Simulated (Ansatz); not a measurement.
# Computed properties of CuI

CuI:
```xyz
6
Lattice="4.1620 0.0000 0.0000 -2.0810 3.6044 0.0000 0.0000 0.0000 9.5140" Properties=species:S:1:pos:R:3 pbc="T T T"
Cu     2.0806     0.0000     3.1713
Cu    -1.0403     1.8019     6.3427
Cu     1.0407     1.8025     0.0000
I      2.0809     0.0000     7.9284
I     -1.0405     1.8021     1.5857
I      1.0405     1.8023     4.7570
```

Space group P6_422 (No. 181); conventional cell a = b = 4.162 Å, c = 9.514 Å, α = β = 90.00°, γ = 120.00°.

Method: PBEsol (plane waves, PAW; program Ansatz). Structure relaxed to zero pressure with the same functional. Other levels are named where they apply.

**Cell and energy**

```json
{
  "volume_per_atom": "23.79 Å³",
  "density": "6.65 g/cm³",
  "Formation energy from the elements (no fitted shifts)": "-1.1 kJ/mol of atoms"
}
```

**Electronic structure**

```json
{
  "band_gap": "0.65 eV (indirect)",
  "valence_band_maximum": "at A",
  "conduction_band_minimum": "at Γ",
  "smallest_direct_gap_on_the_standard_path": "1.15 eV",
  "electron_effective_mass": "0.12, 0.14, 0.14 mₑ (principal values)",
  "hole_effective_mass": "0.34, 0.34, 0.61 mₑ (principal values)"
}
```

**Magnetism**

```json
{
  "magnetic_order": "non-magnetic (starting moments vanished)"
}
```

**Mechanics**

```json
{
 "Bulk modulus (Birch–Murnaghan fit)": "53.1 GPa",
 "Pressure derivative B′": "5.1"
}
```

**Dielectric response**

```json
{
 "Electronic dielectric constant ε∞ (DFPT)": "8.09 (xx = yy), 9.44 (zz)",
 "Born charges (a third of the trace)": "Cu +1.10, I -1.10 e"
}
```

The start of the workflow was typed in or built on a structure type; neither database checked (COD, Materials Project) lists it. It is not the phase usual at ambient conditions (space group No. 216). Symmetry was held in the PBEsol relaxation; whether a distortion lowers the energy is not shown. The workflow began spin-polarised and lost its moments. Point labels and valley counts follow the cell and symmetry of the run, lower than the named group. The references are the lowest solids computed at this level, not always the standard phases. Scalar-relativistic: spin–orbit coupling is off unless named, which matters more the heavier the elements.

Potentials: the later of the program's two PAW sets.
